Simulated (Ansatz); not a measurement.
# Na₄BI, before and after

The cell of Na₄BI is invented: random cell by space group and Wyckoff sites (Immm, No. 71). The dimensions are guesses.

start.cif

```cif
data_structure
_symmetry_space_group_name_H-M 'P 1'
_symmetry_Int_Tables_number 1
_cell_length_a 5.9245
_cell_length_b 5.9245
_cell_length_c 5.9245
_cell_angle_alpha 111.356
_cell_angle_beta 110.521
_cell_angle_gamma 106.576
_cell_volume 159.76
loop_
_atom_site_label
_atom_site_type_symbol
_atom_site_fract_x
_atom_site_fract_y
_atom_site_fract_z
_atom_site_occupancy
Na1 Na 0.49628 0.19675 0.29953 1
Na2 Na 0.10278 0.80325 0.29953 1
Na3 Na 0.89722 0.19675 0.70047 1
Na4 Na 0.50372 0.80325 0.70047 1
B1 B 0.00000 0.00000 0.00000 1
I1 I 0.50000 0.50000 0.00000 1
```

These are results of DFT PBE, scalar-relativistic, plane waves, PAW (Ansatz), not measurements. Cutoff 420 eV, Gaussian smearing, Γ-centred meshes. Cell and atoms relax first on a coarse mesh and then on a finer one. In between, the cell is made exact in the group found at 0.06 Å. In metals the finer mesh still leaves noise of several meV/atom or more. The steps can't lower the symmetry of their start. No spin polarisation.

end.cif

```cif
data_structure
_symmetry_space_group_name_H-M 'P 1'
_symmetry_Int_Tables_number 1
_cell_length_a 7.7333
_cell_length_b 7.7333
_cell_length_c 7.7333
_cell_angle_alpha 151.249
_cell_angle_beta 122.838
_cell_angle_gamma 65.230
_cell_volume 185.08
loop_
_atom_site_label
_atom_site_type_symbol
_atom_site_fract_x
_atom_site_fract_y
_atom_site_fract_z
_atom_site_occupancy
Na1 Na 0.08624 0.37966 0.70658 1
Na2 Na 0.67308 0.37966 0.29342 1
Na3 Na 0.32692 0.62034 0.70658 1
Na4 Na 0.91376 0.62034 0.29342 1
B1 B 0.00000 0.00000 0.00000 1
I1 I 0.50000 0.00000 0.50000 1
```

The symmetry stays Immm (No. 71). The volume per atom grows by 15.8 %, from 26.6 to 30.8 Å³. The shortest distance goes from 2.46 Å (Na–B) to 2.91 Å (Na–B). The energy falls by about 0.32 eV/atom (the start's value is from the coarse mesh). The end is written in a standard setting, so origin, axes and order of atoms can differ from the start's.

```json
{
 "Volume per atom": "30.85 Å³",
 "Density": "2.06 g/cm³",
 "Formation energy": "+0.26 eV/atom",
 "Gap on the 12×12×12 mesh of the 6-atom cell": "0 eV (a metal)"
}
```

Formation energies are uncorrected and refer to the elements' standard structures at the same level. The separate elements lie lower, so it is unstable against them.

The last run used Gaussian smearing of 0.10 eV. These runs have no spin–orbit coupling, which can matter for I. The reference form of I is held partly by dispersion forces, which this level lacks. A structure relaxed within its symmetry needn't be a true minimum. In all, the 4 runs took 10 min on 1 thread of Intel(R) Xeon(R) Platinum 8488C (Sapphire Rapids), on a shared host.
